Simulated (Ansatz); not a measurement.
ZrAg:
```xyz
4
Lattice="1.4378 -5.7019 0.0000 1.4378 5.7019 0.0000 0.0000 0.0000 4.6962" Properties=species:S:1:pos:R:3 pbc="T T T"
Zr     1.4378    -1.8613     1.1740
Ag     1.4378    -4.9042     1.1740
Zr     1.4378     1.8613     3.5221
Ag     1.4378     4.9042     3.5221
```

Relaxed with PBEsol. Special points in fractions of this cell's reciprocal vectors: Γ (0.000, 0.000, 0.000); Y (-0.500, 0.500, 0.000); C0 (-0.266, 0.734, 0.000); Σ0 (0.266, 0.266, 0.000); Z (0.000, 0.000, 0.500); A0 (0.266, 0.266, 0.500); E0 (-0.266, 0.734, 0.500); T (-0.500, 0.500, 0.500); S (0.000, 0.500, 0.000); R (0.000, 0.500, 0.500).

Q: List the band energies nearest the Fermi level at these points for PBEsol (plane waves, PAW; program Ansatz).

A: In eV from the Fermi level; about four levels below and three above (degenerate sets whole), none deeper than 8.9 eV; points with the same levels are listed once.

```json
[
 {"k": "Γ", "below": "-1.53 -1.45 -0.72 -0.37", "above": "0.97 2.36 3.64"},
 {"k": "Y", "below": "-1.34 -0.74 -0.48 -0.30", "above": "1.55 3.69 3.69"},
 {"k": "C0", "below": "-1.51 -1.05 -0.49 -0.26", "above": "0.71 1.10 1.61"},
 {"k": "Z", "below": "-1.36 -1.36 -0.09 -0.09", "above": "0.56 0.56 2.87 2.87"},
 {"k": "A0", "below": "-1.57 -1.57 -1.32 -1.32", "above": "0.15 0.15 1.26 1.26"},
 {"k": "T", "below": "-2.46 -2.46 -0.57 -0.57", "above": "0.96 0.96 2.77 2.77"},
 {"k": "S", "below": "-1.57 -1.51 -0.24 -0.12", "above": "0.43 0.94 1.44"},
 {"k": "R", "below": "-1.57 -1.57 -1.19 -1.19", "above": "0.09 0.09 1.05 1.05"}
]
```

Space group Cmcm. The start of the workflow was typed in or built on a structure type; neither database checked (COD, Materials Project) lists it. COD files the formula under space group No. 129. Its standing as an ambient phase is unchecked. The cell was relaxed with PBEsol under the symmetry of its start; whether a distortion lowers the energy is not shown. No spin polarisation was allowed. Scalar-relativistic: spin–orbit coupling is off unless named, which matters more the heavier the elements.

Potentials: the earlier of the program's two PAW sets. The files were generated under PBE; for other functionals the program regenerates the frozen cores, and for LDA and PBEsol the local potential too.
